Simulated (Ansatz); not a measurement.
ZrO2 (tetragonal-ZrO2 type, space group P4_2/nmc)

```cif
data_O4Zr2
_chemical_formula_sum 'Zr2 O4'
_space_group_name_H-M_alt 'P 1'
_space_group_IT_number 1
_cell_length_a 3.58448
_cell_length_b 3.58448
_cell_length_c 5.17719
_cell_angle_alpha 90.000
_cell_angle_beta 90.000
_cell_angle_gamma 90.000
loop_
_space_group_symop_operation_xyz
  'x, y, z'
loop_
_atom_site_label
_atom_site_type_symbol
_atom_site_fract_x
_atom_site_fract_y
_atom_site_fract_z
_atom_site_occupancy
Zr1 Zr 0.00000 0.00000 0.00000 1
Zr2 Zr 0.50000 0.50000 0.50000 1
O1 O 0.00000 0.50000 0.20147 1
O2 O 0.00000 0.50000 0.70147 1
O3 O 0.50000 0.00000 0.29853 1
O4 O 0.50000 0.00000 0.79853 1
```

E(V) scan at fixed shape, V₀ the volume above. The atoms relax within the cell's symmetry.

Method: PBEsol (plane waves to 420 eV, PAW, scalar-relativistic; Ansatz, a first-principles code). k mesh 10×10×7 (Γ-centred), Fermi-Dirac smearing 0.05 eV. The energy includes the smearing's −TS. Stress and pressure are positive under compression. With the shape held, the modulus is that of even scaling; a crystal free to change shape is softer. This is a high-temperature form of ZrO2. ZrO2 is run without spin polarisation. ZrO2 was relaxed with its symmetry unable to fall. ΔE is measured from the relaxed starting cell.

| V (Å³/atom) | ΔE (eV/atom) | P (GPa) |
|---|---|---|
| 9.978 | 0.0829 | 26.6 |
| 10.255 | 0.0442 | 18.4 |
| 10.532 | 0.0187 | 11.3 |
| 10.809 | 0.0044 | 5.3 |
| 11.087 | 0.0000 | 0.0 |
| 11.364 | 0.0040 | -4.5 |
| 11.641 | 0.0153 | -8.5 |
| 11.918 | 0.0329 | -11.9 |
| 12.195 | 0.0559 | -14.8 |

Read from the data:

The pressure at the smallest volume is 26.6 GPa. The energy cost of the largest compression is 82.9 meV/atom and the energy cost of the largest expansion is 55.9 meV/atom. The bulk modulus at fixed cell shape B₀ (third-order Birch-Murnaghan fit) comes out as 195 GPa and the pressure derivative B₀′ (fit) is 4.9. The equilibrium volume of the fit comes out as 11.09 Å³/atom and the pressure for 5 % compression (fit) comes out as 11.3 GPa.

The 9 points together took around 5 core-minutes (rough).

(A scan under strain: stresses follow from slopes of the energy per volume, elastic moduli from its curvatures.)
